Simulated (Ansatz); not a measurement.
Elastic constants of Ti8C5: input and output

All numbers below come from Ansatz, DFT LDA, scalar-relativistic, plane waves, PAW.

Launched with:
```bash
ansatz run input.yaml --threads 4 --pin off --max-ram 12288MiB --backend cpu --events-out ev --progress --plain --runs-dir out
```

Input (bare energies are in eV):
```yaml
crystal:
  lattice:
    - [3.0131521273, 1.7396441918, 4.8739928399]
    - [-3.0131521273, 1.7396441918, 4.8739928399]
    - [0.0, -3.4792883837, 4.8739928399]
  atoms:
    - { symbol: Ti, position: [0.2498335038, 0.7626830051, 0.2498335038] }
    - { symbol: Ti, position: [0.2498335038, 0.2498335038, 0.7626830051] }
    - { symbol: Ti, position: [0.7626830051, 0.2498335038, 0.2498335038] }
    - { symbol: Ti, position: [0.2373169949, 0.7501664962, 0.7501664962] }
    - { symbol: Ti, position: [0.7501664962, 0.2373169949, 0.7501664962] }
    - { symbol: Ti, position: [0.7501664962, 0.7501664962, 0.2373169949] }
    - { symbol: Ti, position: [0.2451321044, 0.2451321044, 0.2451321044] }
    - { symbol: Ti, position: [0.7548678956, 0.7548678956, 0.7548678956] }
    - { symbol: C, position: [0.0, 0.0, 0.5] }
    - { symbol: C, position: [0.5, 0.0, 0.0] }
    - { symbol: C, position: [0.0, 0.5, 0.0] }
    - { symbol: C, position: [0.5, 0.5, 0.5] }
    - { symbol: C, position: [0.0, 0.0, 0.0] }
basis:
  ecutwfc: 420
kpoints:
  mp_grid: { grid: [6, 6, 6] }
hamiltonian:
  xc: lda
scf:
  occupations: { method: fermi_dirac, width: 0.15 }
output:
  forces: true
  stress: true
  eigenvalues: true
elastic:
  mode: clamped_ion
  amplitude: 0.005
  stencil: two_point
```

From the output:
```
--- Elastic constants: 3 strain directions × 2 members + reference (group order 12) ---
  dense FFT box of the reference and of every strained cell: 45×45×45
  strains applied: 11, 33, 23; error gains: componentwise 1.00 (the most a stress slope's error grows in a printed constant), spectral 1.41 (1 for all six strains in a standard setting)
  C = ∂σ_k/∂η_j (tension-positive GPa; Voigt order 11 22 33 23 13 12):
       433.208    116.037    132.167    -18.742      0.000      0.000
       116.037    433.208    132.167     18.742      0.000      0.000
       132.197    132.197    399.874      0.000      0.000      0.000
       -18.746     18.746      0.000    171.486      0.000      0.000
         0.000     -0.000      0.000      0.000    171.486    -18.746
         0.000     -0.000      0.000      0.000    -18.742    158.586
  reference stress σ⁰ (GPa):     -0.004     -0.004     -0.003     -0.000     -0.000     -0.000
  C* (energy form; C + prestress term) asymmetry max|C*_kj − C*_jk| = 3.058e-2 GPa — a small one proves nothing (zero by symmetry where the batch's group is 432, −43m or m−3m); a large one is finite-difference/SCF noise where every solve ...
  moduli (Voigt/Reuss/Hill, GPa): K = 225.23/225.15/225.19   G = 159.37/156.69/158.03   E = 384.22   ν = 0.216
  mechanically stable: yes (min eigenvalue of sym C = 145.21 GPa)
  strain η (Voigt 11):  stress-route row diagonal C_11 = 433.21 GPa, energy-path curvature d²(F+E_count+ΔE)/dδ²/Ω₀ = 433.13 GPa
         δ    σ_11 (GPa) F (eV) n_scf n_hpsi n_pw
    -5.000e-3      -2.2035      -20828.2103172      10  102080   2998
     5.000e-3       2.1286      -20828.2104780       9   95234   3027
  strain η (Voigt 33):  stress-route row diagonal C_33 = 399.87 GPa, energy-path curvature d²(F+E_count+ΔE)/dδ²/Ω₀ = 399.82 GPa
         δ    σ_33 (GPa) F (eV) n_scf n_hpsi n_pw
    -5.000e-3      -2.0217      -20828.2107762      10   49539   2996
     5.000e-3       1.9770      -20828.2108679       8   39029   3028
  strain η (Voigt 23):  stress-route row diagonal C_44 = 171.49 GPa, energy-path curvature d²(F+E_count+ΔE)/dδ²/Ω₀ = 171.45 GPa
         δ    σ_23 (GPa) F (eV) n_scf n_hpsi n_pw
    -5.000e-3      -0.8596      -20828.2135309      10  102969   3011
     5.000e-3       0.8553      -20828.2135457       7   76735   3010
```

Time: 44 s on 4 threads of Intel(R) Xeon(R) 6975P-C (Granite Rapids), on a shared host, peak memory 1.2 GiB.

In a metal, frequencies and elastic constants depend on the k mesh and the smearing, soft modes and shear constants most.

Clamped-ion constants are upper bounds: once the atoms relax, a strain can turn out softer or unstable.